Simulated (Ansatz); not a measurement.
input.yaml (Ansatz)

```yaml
crystal:
  lattice:
    - [0.0, 2.4024068985, 2.4024068985]
    - [2.4024068985, 0.0, 2.4024068985]
    - [2.4024068985, 2.4024068985, 0.0]
  atoms:
    - { symbol: Fe, position: [0.125, 0.125, 0.125], spin: 2.5 }
    - { symbol: Fe, position: [0.875, 0.875, 0.875], spin: -2.5 }
hamiltonian:
  xc: pbesol
  pseudopotentials:
    kind: paw
    azcp:
      Fe: "pseudopotentials/Fe.paw.azcp"
basis:
  ecutwfc: 420
  fft_grid_basis: typed
kpoints:
  mp_grid: { grid: [19, 19, 19], shift: [0, 0, 0] }
magnetization:
  spin_polarized: true
scf:
  occupations: { method: fermi_dirac, width: 0.05 }
```

Terminal output

```
Warning: the record states the generating functional pbe (its physics header spells it `PBE`), which answers neither for hamiltonian.xc's functional nor for the pbesol family's — results may be inconsistent (PPs are generated against a specific XC)
Engine: ansatz 0.2.0, aarch64-unknown-linux-gnu
Pseudopotentials: kind: paw
Pseudopotential: Fe, paw, valence charge 16, recommended cutoff 420 eV (normal) 
Functional definition: PBEsol
  exchange = pbesol_x
  correlation = pbesol_c
Crystal: 2 atoms, lattice volume = 27.731 Å³
Basis set: ecut = 420 eV, 537 PW (Γ)
Bands: 23, of which v1, the nominal top of the filled ones, is band 16 counted from 1 (15 counted from 0)
Symmetry: 24 space group operations
Space group: F-43m (ITA 216), of the structure as read, at distance tolerance 3.0e-5 Å
Magnetic group: BNS 227.130 (UNI 1632), of the structure as read, at distance tolerance 3.0e-5 Å
k-points: 220 of 6859 (time reversal used)
Non-local potential: Fe, projectors of the file, l = 0: 3, l = 1: 2, l = 2: 3, l = 3: 1
PAW form: soft (Blöchl's): semilocal exchange-correlation on the pseudo side does not see the compensation charge
PAW frozen core: Fe, regenerated for the run's functional, and the local potential with it (the file was generated under x = pbe(κ = 0.804, μ = 0.2195149727645171), c = pbe(β = 0.06672455060314922))
PAW one-centre angular grid: Fe, 590 points (default); XC on 64 Gauss nodes
Initial density: superposition of atomic densities (chi_scale 0.1, normalization cell)
Starting moments: Σ|m| = 5 μB on 2 of 2 sites
Starting magnetic order: antiferromagnet; an inversion exchanges its spin sublattices: spin-degenerate at every k-point
Initial wavefunctions: pseudopotential atomic-orbital guess
Functional: x = pbesol(κ = 0.804, μ = 0.12345679012345678), c = pbesol(β = 0.046)
SCF iter   1: F=—  HF=-8894.363294 eV  |F-HF|=—  |Δ(HF+E_count)|=         —  Δρ=1.88e-1 (↑1.88e-1 ↓1.88e-1)  dr2=1.82e0  dr2_m=8.11e0  M=-0.000 μB ∫|m|=1.370 μB  β_m=0.30  ethr=3.10e-3  ⟨swp⟩=5.6  Hψ=39983  notcnv=0
Mixer restart at iter 1: flushing history
spin=Collinear: Kerker preconditioning applied to the charge; magnetization (m = ρ↑ − ρ↓) channel mixes plain (no charge-response kernel on spin).
SCF iter   2: F=—  HF=-8893.477664 eV  |F-HF|=—  |Δ(HF+E_count)|=   8.86e-1  Δρ=1.29e-1 (↑1.29e-1 ↓1.29e-1)  dr2=2.81e-1  dr2_m=4.14e0  M=-0.000 μB ∫|m|=1.315 μB  β_m=0.60  ethr=3.10e-3  ⟨swp⟩=3.1  Hψ=19705  notcnv=0  defer=476
SCF iter   3: F=—  HF=-8895.309717 eV  |F-HF|=—  |Δ(HF+E_count)|=    1.83e0  Δρ=6.21e-2 (↑6.21e-2 ↓6.21e-2)  dr2=2.10e-1  dr2_m=8.68e-1  M=-0.000 μB ∫|m|=0.537 μB  β_m=0.66  ethr=8.80e-4  ⟨swp⟩=3.0  Hψ=21196  notcnv=0  defer=478
SCF iter   4: F=—  HF=-8895.121056 eV  |F-HF|=—  |Δ(HF+E_count)|=   1.89e-1  Δρ=1.19e-2 (↑1.19e-2 ↓1.19e-2)  dr2=1.24e-1  dr2_m=1.31e-2  M=-0.000 μB ∫|m|=0.125 μB  β_m=0.79  ethr=6.57e-4  ⟨swp⟩=3.7  Hψ=23370  notcnv=0  defer=400
...
SCF 1 converged in 13 iterations: F = -8895.116762 eV  dr2 = 1.22e-9
WARN: the starting moments were not kept: the SCF closed with an absolute magnetisation of 1.3e-6 μB, where they sum to 5 μB in size (2 sites). That is at most 0.1 of that sum. Measured as dr2_m measures the in/out step, that magnetisation stands 1.6e-12 eV from none, at or under the dr2_threshold of 1.0e-7 eV: it is no larger than a step whose dr2_m would equal this threshold. The system may hold no moment; this SCF shows only that its start led to no more than that. To try another start: raise the starting moments (crystal.atoms[].spin, magnetization.per_species, magnetization.initial_magnetization, or on a non-collinear deck that types none of these the spinor_matrix: blocks that start its atoms; where the total moment is fixed, keep their sum and leave initial_magnetization as it is; typed ones take the place of any that the run laid by itself, positive ones on a crystal's lanthanoids without a Hubbard term where scf.initial_density.shell_occupations: [] is typed) or, if the notice of its spin-set hold's release reads "site moments contracting" or "site moments show no strong build", lengthen the hold (scf.mixing.spin_hold: { on: { confirm: 4 } }; for m-r²SCAN on two components see the key's manual first). Each may lead to a state that holds a moment. A second SCF, from the converged charge density, with the starting moments and any scf.initial_density.shell_occupations laid on it anew, would have followed, and was not run: the deck does not ask for one (magnetization.retry_lost_moments is false, the default). To let it run, set magnetization.retry_lost_moments: true and run the deck again, where that key's refused combinations let it; where memory then withholds it, that run's warning says so.
SCF converged after 13 iterations
Magnetization: -0.0000 μB (16.0000 up, 16.0000 down)
Absolute magnetization: 0.0000 μB (∫|ρ↑−ρ↓|, with the PAW one-centre terms)
Spin contamination: 0.0000 ħ² per cell (⟨S²⟩ above its minimum at these occupations)
Per-site moments (μB) at R_I (Å): [(5.705293556357974e-7, 0.8582249792852931), (-6.635159121882729e-7, 0.8582249792852931)]
Free energy (F): -8895.116762 eV
Harris-Foulkes:  -8895.116762 eV  (|F-HF|=9.75e-10)
Internal energy: -8895.097414 eV  (E = F + TS)
E sigma→0 (E₀):  -8895.107088 eV
Entropy (-TS):   -0.019349 eV (-9.674 meV/atom)
Fermi energy:    14.179788 eV
--- Per-component energies (eV) ---
  E_band       = -564.254915
  E_kinetic    = 715.057183
  E_local      = -5203.728643  (includes V_loc(G=0)·N_el)
  E_nonlocal   = 436.544090
  E_hartree    = 2196.077829
  E_xc         = -234.744652
  E_vxc        = -303.578643  (∫ρ·V_xc dr)
  E_paw        = -2671.849045  (= ΣΔE_a)
  E_vpaw       = -600.709481  (= ΣTr[D̂ρ^β])
  E_aug_tail   = 0.001772  (compensation charges beyond the density's cutoff)
  E_ewald      = -4132.814352
  E_core_change = 0.358403  (= ΣΔE_core)
  E_smearing   = -0.019349  (= −TS)
  E_closure    = 0.000000  (closes the sum)
  Σ components = -8895.116762   (vs F -8895.116762, Δ=0.00e0)
--- Band table (eV; the first three rows and the last of 440) ---
  k-point 0 ↑: bands = ["-72.7082", "-72.2517", "-39.0508", "-39.0508", "-39.0508", "-38.3771", "-38.3771", "-38.3771", "7.2401", "11.2550", "11.2550", "11.6119", "11.6119", "11.6119", "13.7679", "13.7679", "13.7679", "15.5239", "15.5239", "28.8286", "28.8286", "28.8286", "29.0763"]
  k-point 1 ↑: bands = ["-72.7058", "-72.2540", "-39.0531", "-39.0531", "-39.0507", "-38.3778", "-38.3748", "-38.3748", "7.2995", "11.2164", "11.2164", "11.6149", "11.6671", "11.6671", "13.7335", "13.7624", "13.7624", "15.5237", "15.5237", "27.3299", "28.2763", "28.2763", "29.4773"]
  k-point 2 ↑: bands = ["-72.6987", "-72.2606", "-39.0598", "-39.0598", "-39.0502", "-38.3797", "-38.3682", "-38.3682", "7.4759", "11.1465", "11.1465", "11.6259", "11.7819", "11.7819", "13.6323", "13.7513", "13.7513", "15.5219", "15.5219", "25.6444", "27.6768", "27.6768", "29.0872"]
  k-point 219 ↓: bands = ["-72.4890", "-72.4635", "-39.2137", "-39.2033", "-38.7486", "-38.6922", "-38.2296", "-38.2209", "10.3514", "10.4156", "12.0100", "12.1091", "12.5502", "12.7322", "13.0542", "13.1713", "15.7233", "15.7462", "17.2091", "17.5689", "17.7434", "18.5599", "29.4306"]
```
